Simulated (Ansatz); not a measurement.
Values for one crystal, relaxed and computed with r²SCAN in the plane-wave PAW code Ansatz; other levels are named.

```yaml
volume_per_atom: 14.51 Å³
electronic_character: metallic (no gap)
Gap with spin–orbit coupling: none (metallic)
Poisson's ratio: 0.32
Density of states at the Fermi level: 0.10 states/eV per atom (mean over ±0.08 eV)
Pressure derivative B′: 4.7
debye_temperature_from_the_elastic_constants: 349 K
```

Q: Which of these materials gives this?
A) Y2Pt, Pnma (Y on 4c, Y on 4c, Pt on 4c)
B) YAu2, MoSi2 or CaC2 type
C) AlPt, P2_13 (Al on 4a, Pt on 4a)
D) YIr2, cubic Laves (MgCu2 type)

A: C, AlPt, P2_13 (Al on 4a, Pt on 4a)

The workflow started from a Materials Project entry (that database holds measured and hypothetical structures alike); the Crystallography Open Database copy checked does not list it. With Al and Pt taken as one species the cell has the higher symmetry Pa-3, so it may be an ordered model of a mixed-site phase. Its standing as an ambient phase is unchecked. The cell was relaxed with r²SCAN under the symmetry of its start; of distortions, only those at the zone centre were tested. No spin polarisation was allowed. As this level gives no gap, shear constants depend on the k-mesh and smearing (Fermi–Dirac, 0.1 eV here). Scalar-relativistic: spin–orbit coupling is off unless named, which matters more the heavier the elements.

Potentials: the later of the program's two PAW sets.
